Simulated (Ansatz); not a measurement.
Consider the following.

Y₁₁In₉Ni₄:
```cif
data_In18Ni8Y22
_chemical_formula_sum 'Y22 In18 Ni8'
_space_group_name_H-M_alt 'Cmmm'
_space_group_IT_number 65
_space_group_name_Hall '-C 2 2'
_cell_length_a 14.40329
_cell_length_b 21.63941
_cell_length_c 3.63888
_cell_angle_alpha 90.000
_cell_angle_beta 90.000
_cell_angle_gamma 90.000
loop_
_atom_site_label
_atom_site_type_symbol
_atom_site_symmetry_multiplicity
_atom_site_Wyckoff_symbol
_atom_site_fract_x
_atom_site_fract_y
_atom_site_fract_z
_atom_site_occupancy
Y1 Y 8 p 0.24763 0.16871 0.00000 1
Y2 Y 4 i 0.00000 0.37460 0.00000 1
Y3 Y 4 i 0.00000 0.16135 0.00000 1
Y4 Y 2 a 0.00000 0.00000 0.00000 1
Y5 Y 4 g 0.31211 0.00000 0.00000 1
In1 In 8 q 0.10439 0.26423 0.50000 1
In2 In 8 q 0.14894 0.07083 0.50000 1
In3 In 2 c 0.00000 0.50000 0.50000 1
Ni1 Ni 8 q 0.34776 0.10128 0.50000 1
```
(The calculation used a cell of 24 atoms; values per cell refer to that cell.)

This is the r²SCAN-relaxed structure.

**Question.** All from plane-wave PAW r²SCAN (Ansatz code), unless another level is named. Estimate the formation energy from the elements (no fitted shifts).

**Answer.** -0.63 eV/atom.

**Question.** Give the density of states at the Fermi level.

**Answer.** 0.50 states/eV per atom (mean over ±0.08 eV).

The first step of the workflow began from a Materials Project structure, measured or hypothetical; the Crystallography Open Database copy checked does not list it. Its standing as an ambient phase is unchecked. The r²SCAN relaxation kept the symmetry of its start; whether a distortion lowers the energy is not shown. The run is not spin-polarised. The references are the lowest solids computed at this level, not always the standard phases. Spin–orbit coupling is left out wherever it is not named.

Potentials: the later of the program's two PAW sets.
